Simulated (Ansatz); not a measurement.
W (bcc, W type)

```xyz
1
Lattice="-1.5918 1.5918 1.5918 1.5918 -1.5918 1.5918 1.5918 1.5918 -1.5918" Properties=species:S:1:pos:R:3 pbc="T T T"
W      0.0000     0.0000     0.0000
```

Equation-of-state scan: isotropic scaling of the cell above, V₀ being its volume. Symmetry pins the atoms to their sites.

Level of theory: PBE (plane waves to 420 eV, PAW, scalar-relativistic; Ansatz, a first-principles code). k mesh 20×20×20 (Γ-centred), Fermi-Dirac smearing 0.05 eV. Stress and pressure are positive under compression. Spin-orbit coupling is left out, though W is heavy. W is run without spin polarisation. W was relaxed with its symmetry unable to fall.

At one point of the scan the stress tensor (GPa) is:

```
  -32.8      0.0      0.0
    0.0    -32.8      0.0
    0.0      0.0    -32.8
```

Task: Which point is it?
A. V/V₀ = 1.064
B. V/V₀ = 1.032
C. V/V₀ = 1.160
D. V/V₀ = 1.096

Result: C, V/V₀ = 1.160

(A scan under strain: stresses follow from slopes of the energy per volume, elastic moduli from its curvatures.)
